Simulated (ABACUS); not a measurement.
A self-consistent single point of SnO2 (Pnnm, 6 atoms in the cell; from Materials Project mp-550172, changed as shown) with ABACUS.

Method: LDA (PW92), PseudoDojo 0.4 standard norm-conserving LDA (tails mended) pseudopotentials (plane waves; ABACUS).

The change in words: lattice scaled by 0.98. Reference geometry (Pnnm):
```yaml
crystal:
  lattice:
    - [4.77172, 0.00000, 0.00000]
    - [0.00000, 4.85003, 0.00000]
    - [0.00000, 0.00000, 3.22988]
  atoms:
    - { symbol: Sn, position: [0.50000, 0.50000, 0.50000] }
    - { symbol: Sn, position: [0.00000, 0.00000, 0.00000] }
    - { symbol: O, position: [0.29185, 0.32104, 0.00000] }
    - { symbol: O, position: [0.70815, 0.67896, 0.00000] }
    - { symbol: O, position: [0.79185, 0.17896, 0.50000] }
    - { symbol: O, position: [0.20815, 0.82104, 0.50000] }
```

Reference input (self-consistent single point, DFT, LDA (PW92), plane waves, PseudoDojo 0.4 standard norm-conserving LDA (tails mended) pseudopotentials): KPT = Gamma 4 4 6 0 0 0; basis_type = pw; dft_functional = PWLDA; ecutwfc = 84 Ry; smearing_method = fd; smearing_sigma = 0.000734986 Ry; potentials = PseudoDojo 0.4 standard norm-conserving LDA (tails mended); symmetry = 1; ks_solver = cg; scf_nmax = 100; scf_thr = 1.0e-09 Ry; mixing_type = pulay. This run's input differs from it in these lines:

```diff
@@ -27,5 +27,5 @@
 LATTICE_VECTORS
-   4.7717210000    0.0000000000    0.0000000000
-   0.0000000000    4.8500340000    0.0000000000
-   0.0000000000    0.0000000000    3.2298810000
+   4.6762870000    0.0000000000    0.0000000000
+   0.0000000000    4.7530330000    0.0000000000
+   0.0000000000    0.0000000000    3.1652830000
 
@@ -37,3 +37,3 @@
 2
-   2.3858605000    2.4250170000    1.6149405000
+   2.3381435000    2.3765165000    1.5826415000
    0.0000000000    0.0000000000    0.0000000000
@@ -43,6 +43,6 @@
 4
-   1.3926267738    1.5570549154    0.0000000000
-   3.3790942261    3.2929790846    0.0000000000
-   3.7784872739    0.8679620846    1.6149405000
-   0.9932337262    3.9820719154    1.6149405000
+   1.3647743610    1.5259137143    0.0000000000
+   3.3115126391    3.2271192857    0.0000000000
+   3.7029178610    0.8506027857    1.5826415000
+   0.9733691391    3.9024302143    1.5826415000
 # file: KPT
```

Log, with long lists cut:

```
 SELF-CONSISTENT
 -------------------------------------------
                                 init_chg = atomic

 PW ALGORITHM --------------- ION=   1  ELEC=   1--------------------------------

 Density error is 1.64492298969
                          Error Threshold = 0.01
 E_KohnSham     -445.6540426807      -6063.4343171932
 E_Fermi        0.6371932516         8.6694589487

 PW ALGORITHM --------------- ION=   1  ELEC=   2--------------------------------

 Density error is 1.66249939891
                          Error Threshold = 0.00316331344171
 E_KohnSham     -446.2099250818      -6070.9974852657
   [... lines left out ...]

 Density error is 7.36412518505e-08
                          Error Threshold = 1.89780949611e-10
 E_KohnSham     -446.4869738269      -6074.7669268224
 E_Fermi        0.7393044734         10.0587533948

 PW ALGORITHM --------------- ION=   1  ELEC=  13--------------------------------

 Density error is 2.82435392054e-11
                          Error Threshold = 1.4161779202e-10
 E_KohnSham     -446.4869738432      -6074.7669270442
 E_KS(sigma->0) -446.4869738432      -6074.7669270442
 E_entropy(-TS) 0.0000000000         0.0000000000
 E_Fermi        0.7393107667         10.0588390198
 charge density convergence is achieved
 final etot is -6074.766927 eV
 EFERMI = 10.05883902 eV

 STATE ENERGY(eV) AND OCCUPATIONS    NSPIN == 1
   [... 33 lines left out ...]

 TOTAL-FORCE (eV/Angstrom)
                       Sn1         0.0000000000         0.0000000000         0.0000000000
                       Sn2         0.0000000000         0.0000000000         0.0000000000
                        O1        -0.0601457314        -0.1178383995         0.0000000000
                        O2         0.0601457314         0.1178383995         0.0000000000
                        O3        -0.0601457314         0.1178383995         0.0000000000
                        O4         0.0601457314        -0.1178383995         0.0000000000

 TOTAL-STRESS (KBAR)
        21.3457925160         0.0000000000         0.0000000000
         0.0000000000        18.0247155795         0.0000000000
         0.0000000000         0.0000000000        46.4530094249
 TOTAL-PRESSURE: 28.607839 KBAR

 --------------------------------------------
 !FINAL_ETOT_IS -6074.7669270442420384 eV
 --------------------------------------------
```

The run converged in 13 iterations. Against the reference run the free energy falls by 15.7 meV/atom, the pressure goes from -9.10 to 2.86 GPa, the largest force goes from 0.142 to 0.132 eV/Å and the gap on the mesh goes from 0.761 to 1.392 eV.

The structure comes from a collection of computed structures, made at another level of theory; the collection holds predicted forms beside known ones. Its lattice was then scaled.

Cost on one core: about 2.8 core-minutes (a rough figure).

“Tails mended”: in these copies of the files the far tail of each local potential was reset to the Coulomb form.
